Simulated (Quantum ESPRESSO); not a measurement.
Hf3Nb3AuMo, a curve over one atom's position

Simulated, not a measurement. The program is pw.x of Quantum ESPRESSO 7.5 (plane-wave density functional theory). The cell is made up: eight metal atoms on a face-centred cubic lattice, with elements, volume, strain and displacements drawn at random and not relaxed, so it may be unstable or far from any real phase. PseudoDojo standard norm-conserving files set the functional (PBE unless stated); there is no spin polarisation or spin-orbit coupling, the Fermi-Dirac width of 0.25 eV means electrons at about 2900 K, and the masses in the input are unused placeholders. Heavy elements are run without spin-orbit coupling, which real alloys of them have. A spin test at this wide smearing found no moment, but such smearing suppresses magnetism that the real alloy may have.

Seven runs move atom 4 (Nb, counted in the order of the input) along x and keep all else fixed.

Input of the run at -0.0524:

```
&control calculation='scf', pseudo_dir='./dojo.nc.sr.pbe.v0_5.standard.upf', outdir='./o', disk_io='minimal', tprnfor=.true., tstress=.true. /
&system ibrav=0, nat=8, ntyp=4, nbnd=71, ecutwfc=82.02448710, nosym=.true., tot_charge=0,
 occupations='smearing', smearing='fd', degauss=0.0183746611
/
&electrons conv_thr=1.470e-08, electron_maxstep=70, mixing_beta=0.5 /
ATOMIC_SPECIES
Au 1.0 Au.upf
Hf 1.0 Hf.upf
Mo 1.0 Mo.upf
Nb 1.0 Nb.upf
CELL_PARAMETERS angstrom
2.1698 4.3215 2.1705
-0.0799 4.3531 -4.3244
-4.2956 4.344 -0.089
ATOMIC_POSITIONS angstrom
Hf -0.0181 -0.082 0.0707
Hf -2.1763 2.1644 -0.0763
Nb -0.0906 2.1997 -2.1664
Nb -2.2229 4.3418 -2.1931
Nb -0.0305 4.3362 0.0249
Hf -2.0868 6.4944 -0.0233
Au -0.0419 6.4818 -2.2208
Mo -2.2489 8.7329 -2.2892
K_POINTS automatic
5 5 5 1 1 1
```

```
shift of atom 4 along x (Å)  free energy less that of the input shown (eV)  Fx on atom 4 (eV/Å)  Fy on atom 4 (eV/Å)  Fz on atom 4 (eV/Å)  pressure (GPa)  iterations
                    -0.0948                                        -0.0047               -0.022                0.206               -0.310           -3.45          19
                    -0.0706                                        -0.0029               -0.123                0.172               -0.276           -3.45          19
                    -0.0524                                         0.0000               -0.198                0.147               -0.251           -3.45          19
                    +0.0624                                         0.0503               -0.681                0.001               -0.084           -3.30          19
                    +0.0843                                         0.0662               -0.775               -0.023               -0.049           -3.24          19
                    +0.1030                                         0.0815               -0.856               -0.043               -0.019           -3.18          19
                    +0.1275                                         0.1037               -0.963               -0.068                0.021           -3.10          19
```

A cubic fit gives dFx/dx = -4.19 eV/Å² at zero shift. Across the table the energy follows minus the integral of the force to 0.1 meV. A rerun of one of the cells at a higher cutoff and on a denser mesh moved values by no more than 0.003 eV in energy, 0.04 GPa in stress and 0.003 eV/Å in force, and a second program with other atomic files agreed on that cell to 2 % rms in force and 0.5 GPa in pressure.